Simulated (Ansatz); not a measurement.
Ir (sc type), DFT, LDA, norm-conserving pseudopotentials, Ansatz's default files, scalar-relativistic (Ansatz 0.2.0), on 1 thread of Arm Neoverse V2 (shared host).

Command: `ansatz run input.yaml --threads 1 --pin off --max-ram 2048MiB --backend cpu --events-out ev --progress --plain --runs-dir out`

```yaml
crystal:
  lattice:
    - [2.5268085999, 0.0, 0.0]
    - [0.0, 2.5268085999, 0.0]
    - [0.0, 0.0, 2.5268085999]
  atoms:
    - { symbol: Ir, position: [0.0, 0.0, 0.0] }
kpoints:
  mp_grid: { grid: [15, 15, 15] }
scf:
  occupations: { method: fermi_dirac, width: 0.1 }
hamiltonian:
  xc: lda
  pseudopotentials: { kind: nc }
output:
  forces: true
  stress: true
  eigenvalues: true
```

**Question.** How large is the problem that the program sets up?

**Answer.** 120 irreducible k-points, 1021 plane waves at Γ, 13 bands.

**Question.** About how long does it take?

**Answer.** 3.5 s of wall time for 6 SCF iterations. Times on shared machines scatter by tens of per cent.
